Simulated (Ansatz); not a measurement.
Values for one crystal, relaxed and computed with the program Ansatz at the r²SCAN level (PAW); other levels are named.

* **Volume per atom**: 22.63 Å³
* **Band gap**: 2.38 eV (indirect)
* **Hole effective mass, band 1 of 3 at the edge**: 0.35 along [100], 2.5 along [110], 0.82 along [111] (mₑ)
* **Hole effective mass, band 2 of 3 at the edge**: 0.35 along [100], 0.35 along [110], 0.82 along [111] (mₑ)
* **HSE06 gap on the r²SCAN cell**: 2.69 eV
* **Debye temperature from the elastic constants**: 340 K
* **Electronic dielectric constant ε∞ (DFPT)**: 6.88

Q: Which of these materials gives this?
A) InAs, zinc blende
B) InP, zinc blende
C) BeTe, zinc blende
D) PbS, zinc blende

A: C, BeTe, zinc blende

Space group F-43m (zinc blende). Symmetry was held in the r²SCAN relaxation. Scalar-relativistic: spin–orbit coupling is off unless named, which matters more the heavier the elements.

Potentials: the earlier of the program's two PAW sets. The files were generated under PBE; for other functionals the program regenerates the frozen cores, and for LDA and PBEsol the local potential too.
